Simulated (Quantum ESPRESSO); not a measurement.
# Convergence test: SrTe

```yaml
crystal:
  lattice:
    - [0.00000, 3.35584, 3.35584]
    - [3.35584, 0.00000, 3.35584]
    - [3.35584, 3.35584, 0.00000]
  atoms:
    - { symbol: Sr, position: [0.00000, 0.00000, 0.00000] }
    - { symbol: Te, position: [0.50000, 0.50000, 0.50000] }
```
The cell comes from the Materials Project (a computed structure). It is SrTe in Fm-3m; whether this form has been observed was not checked. Stability against distortions was not tested.

Method: PBE GIPAW (a modified build of Quantum ESPRESSO, JTH PAW datasets); kept fixed: k-mesh 7×7×7 shifted. Costs are rough, from a shared machine. These are absolute shieldings with no macroscopic susceptibility term; δ = σ_ref − σ needs a reference computed alike. Spin–orbit coupling is left out; its weight grows with the heaviest atom, Te here. No d partial waves on Te: the paramagnetic term there is incompletely reconstructed.

```tsv
plane-wave cutoff (Ha)	σ_iso Sr (ppm)	σ_iso Te (ppm)	f-sum rule missed by (%)	rough cost ratio
8	2704.0	3001.8	0.02	about 1
10	2647.6	3016.7	0.03	about 1
12	2647.8	3009.9	0.03	about 1
15	2655.6	3004.8	0.00	2
18	2657.3	3005.7	0.00	2
20	2657.3	3003.3	0.00	4
22	2657.4	3002.7	0.00	4
28	2657.7	3003.0	0.00	6
35	2657.6	3002.8	0.00	8
45	2657.7	3002.6	0.00	10
```

Largest spread: σ_iso Sr (ppm) moves over 56.4 across the rows.
